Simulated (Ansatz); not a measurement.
Input:

SbOsSe:
```yaml
crystal:
  lattice:
    - [6.41399, 0.00000, 0.00000]
    - [0.00000, 6.33800, 0.00000]
    - [-2.50009, 0.00000, 5.95013]
  atoms:
    - { symbol: Sb, position: [0.14464, 0.36500, 0.37904] }
    - { symbol: Sb, position: [0.85536, 0.63500, 0.62096] }
    - { symbol: Sb, position: [0.85536, 0.86500, 0.12096] }
    - { symbol: Sb, position: [0.14464, 0.13500, 0.87904] }
    - { symbol: Os, position: [0.28687, 0.99472, 0.29996] }
    - { symbol: Os, position: [0.71313, 0.00528, 0.70004] }
    - { symbol: Os, position: [0.71313, 0.49472, 0.20004] }
    - { symbol: Os, position: [0.28687, 0.50528, 0.79996] }
    - { symbol: Se, position: [0.34982, 0.63312, 0.18252] }
    - { symbol: Se, position: [0.65018, 0.36688, 0.81748] }
    - { symbol: Se, position: [0.65018, 0.13312, 0.31748] }
    - { symbol: Se, position: [0.34982, 0.86688, 0.68252] }
```

This is the r²SCAN-relaxed structure. Tensor components refer to the Cartesian frame of this cell.

Problem. All from plane-wave PAW r²SCAN (Ansatz code), unless another level is named. Estimate the band gap.

Solution. 1.24 eV (indirect).

Problem. Predict the weight of the conduction-edge state by species (Voronoi cells).

Solution. Os 69 %, Se 22 %, Sb 9 %.

Problem. And the valence-band maximum?

Solution. off the standard path, at k = (0.130, 0.354, 0.177).

Space group P2_1/c. The workflow started from a Materials Project entry (that database holds measured and hypothetical structures alike); the Crystallography Open Database copy checked does not list it. Whether it is the stable phase at ambient conditions was not checked. Symmetry was held in the r²SCAN relaxation; its stability against distortions is not shown here. The run is not spin-polarised. Spin–orbit coupling is left out wherever it is not named.

Potentials: the later of the program's two PAW sets.
